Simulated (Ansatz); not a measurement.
**Wurtzite alloy of ZnO and CdO (9 of 48 Zn sites exchanged), 96 atoms**

Ansatz, PAW, plane waves. PBEsol relaxation of cell lengths and atoms (angles held) at the single k point (¼, ¼, ¼) without its symmetry partners; single points on the relaxed atoms at the single k point (¼, ¼, ¼) without its symmetry partners, onto which points of the small cell's zone fold. Arrangement: quasirandom. No spin–orbit coupling unless named.

Relaxed structure:

```
Zn Cd O
1.0
     9.88862    0.00000    0.00000
     0.00000   11.42576    0.00000
     0.00000    0.00000   10.60408
Zn Cd O
39 9 48
Direct
  0.16556 0.08305 0.24859
  0.16342 0.08281 0.74827
  0.99855 0.32873 0.25004
  0.49997 0.08905 0.24787
  0.49784 0.09674 0.74848
  0.33160 0.32214 0.24969
  0.33078 0.32830 0.74871
  0.16286 0.58219 0.75074
  0.99719 0.83500 0.24729
  0.00098 0.83422 0.74833
  0.83473 0.08360 0.24456
  0.84014 0.08210 0.75356
  0.67014 0.33099 0.24349
  0.67000 0.33238 0.75448
  0.32880 0.83951 0.25328
  0.83757 0.58313 0.25269
  0.83956 0.58133 0.74434
  0.67225 0.83835 0.25768
  0.00325 0.16548 0.49494
  0.00291 0.16410 0.00320
  0.32760 0.16656 0.49979
  0.32701 0.16834 0.99750
  0.16796 0.41495 0.49825
  0.16686 0.41419 0.00013
  0.00099 0.66901 0.50353
  0.00032 0.66842 0.99217
  0.67077 0.16987 0.99678
  0.49762 0.41212 0.49755
  0.49526 0.40566 0.99851
  0.32886 0.66777 0.49999
  0.32478 0.66429 0.99935
  0.16249 0.91888 0.49366
  0.15943 0.91787 0.00326
  0.83375 0.42040 0.49284
  0.83653 0.41471 0.00441
  0.67098 0.66651 0.49438
  0.49665 0.92004 0.48711
  0.84113 0.91670 0.49449
  0.84104 0.92099 0.00259
  0.99849 0.33509 0.74958
  0.15883 0.58099 0.24709
  0.49698 0.57632 0.25237
  0.49974 0.57168 0.74430
  0.33181 0.84086 0.74548
  0.66866 0.84061 0.73894
  0.66967 0.16856 0.50121
  0.67150 0.66200 0.00186
  0.49646 0.92452 0.00838
  0.00060 0.16498 0.18973
  0.00042 0.15809 0.68074
  0.33107 0.16008 0.18400
  0.32641 0.16565 0.68687
  0.16751 0.39992 0.18630
  0.18000 0.42206 0.68419
  0.98466 0.67580 0.17750
  0.00158 0.66895 0.69074
  0.66871 0.16518 0.18641
  0.67443 0.16646 0.70633
  0.49729 0.39685 0.18420
  0.50069 0.39061 0.68224
  0.33122 0.68164 0.18374
  0.32055 0.66251 0.68446
  0.16275 0.91851 0.19037
  0.15113 0.92498 0.67851
  0.83574 0.41797 0.19181
  0.81917 0.42137 0.67870
  0.67785 0.67403 0.20707
  0.67985 0.66077 0.68061
  0.50185 0.91884 0.21372
  0.49887 0.94069 0.67284
  0.83362 0.91924 0.18924
  0.85140 0.92602 0.67919
  0.16696 0.08353 0.43464
  0.16526 0.08127 0.93710
  0.99999 0.33327 0.43940
  0.00054 0.32942 0.95452
  0.48660 0.08470 0.43263
  0.49887 0.10247 0.93484
  0.33151 0.33150 0.43637
  0.32798 0.33138 0.93540
  0.16404 0.58190 0.45145
  0.16295 0.57868 0.93964
  0.00213 0.82981 0.43390
  0.99948 0.83412 0.93597
  0.84681 0.07785 0.42950
  0.83673 0.08547 0.94159
  0.66703 0.34761 0.42812
  0.66984 0.33686 0.94191
  0.49827 0.58286 0.46006
  0.48487 0.57254 0.95205
  0.32931 0.83271 0.44145
  0.31834 0.82888 0.94916
  0.83908 0.58613 0.43891
  0.84919 0.57199 0.92978
  0.66885 0.83588 0.44652
  0.67934 0.84236 0.94320
```

Question: What are the mean bond lengths by pair (pairs within 1.2 times the sum of covalent radii, less contacts 15 % beyond the pair's median; cation–cation pairs of compounds aside; long ionic contacts are cut short by that bound)?

Answer: Cd–O 2.167 ± 0.015 Å (standard deviation, 36 bonds); O–Zn 1.978 ± 0.014 Å (standard deviation, 156 bonds).

Question: What gap lies between the top filled and the lowest empty level in the single points?

Answer: HSE06 3.03 eV (83 s on NVIDIA H100). Away from Γ this isn't the crystal's band gap.
